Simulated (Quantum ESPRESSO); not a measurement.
Simulation results for Si (made-up cell, one site empty)

Calculation on a made-up crystal cell, not a measurement: periodic Kohn-Sham density functional theory in plane waves with PseudoDojo standard norm-conserving scalar-relativistic pseudopotentials, each functional with its own files (v0.5 for PBE, v0.4.1 for LDA and PBEsol), no spin polarisation, no spin-orbit coupling, atoms not relaxed, stress positive in tension, energies less a fixed whole-eV offset for each atom's element; levels are Kohn-Sham levels at fractions of this cell's reciprocal vectors, counted from the reference band (half the neutral cell's valence electrons, rounded up) at Gamma; error bars cover cutoff and k-mesh only, not smearing or the files; added strain carries the atoms with the cell, and shear is the tensor component; each bar is the largest change over components, and at least 0.002 eV, 0.002 eV per angstrom or 0.02 GPa; energies are for the whole cell, and the offsets were chosen from early runs and are not element reference energies. Program: Quantum ESPRESSO 7.5.

Si (made-up cell, one site empty)

```
CELL_PARAMETERS angstrom
5.54260 0.00240 -0.00270
0.00240 5.57980 0.03040
-0.00270 0.03040 5.53460
ATOMIC_POSITIONS crystal
Si 0.00164 0.99654 0.02282
Si 0.01225 0.49521 0.51566
Si 0.53841 0.49906 0.96803
Si 0.26547 0.25702 0.23120
Si 0.23941 0.72059 0.76225
Si 0.74183 0.22939 0.75549
Si 0.74725 0.75325 0.22766
```

| Quantity | Value |
| --- | --- |
| lattice type | zincblende/diamond |
| empty site | 3 |
| functional | pbe |
| cutoff | 490 eV |
| fermi dirac smearing | 0.1 eV |
| scf tolerance | 1e-07 eV |
| electrons removed | 0 |
| k mesh | 6 x 6 x 6, shifted by half a step |

Atoms:
```csv
atoms element,atom site,atom energy offset (eV)
Si,1,-115
Si,2,-115
Si,4,-115
Si,5,-115
Si,6,-115
Si,7,-115
Si,8,-115
```

**Q.** Si (made-up cell, one site empty): stress zz?
**A.** 2.913 GPa

**Q.** Give the missing stress xz for Si (made-up cell, one site empty).
**A.** -0.1114 GPa

**Q.** What stress yz does the calculation give for Si (made-up cell, one site empty)?
**A.** -1.705 GPa

**Q.** Give the table of forces values for Si (made-up cell, one site empty).
**A.** 
Forces:
```csv
site,x (eV/Å),y (eV/Å),z (eV/Å)
1,0.7372,0.3495,-1.293
2,-1.141,-0.8265,-1.542
4,-1.404,0.3542,1.102
5,0.08031,0.5375,0.4263
6,0.3102,1.112,0.8948
7,1.28,-0.7356,-1.274
8,0.1368,-0.7911,1.686
```

Further results for Si (made-up cell, one site empty):

| Quantity | Value |
| --- | --- |
| free energy less offsets | 2.856 eV |
| smearing term minus ts | -0.08346 eV |
| scf iterations | 11 |
| pressure | -3.623 GPa |
| stress xx | 4.429 GPa |
| stress yy | 3.528 GPa |
| stress xy | -1.68 GPa |
| fermi level | -0.4826 eV |
| reference band | 14 |
| error bar energy | 0.006729 eV |
| error bar stress | 0.02 GPa |
| error bar force | 0.005038 eV/Å |
| error bar next band up | 0.002 eV |
| error bar fermi level | 0.004303 eV |
| error bars from | tighter rerun of a related cell |

Levels:
```csv
level k point,next band up (eV)
Gamma,0.1233
"(1/2,1/2,1/2)",0.4165
"(0.15,0,0)",0.1322
"(0,0.15,0)",0.07533
"(0,0,0.15)",0.1871
```
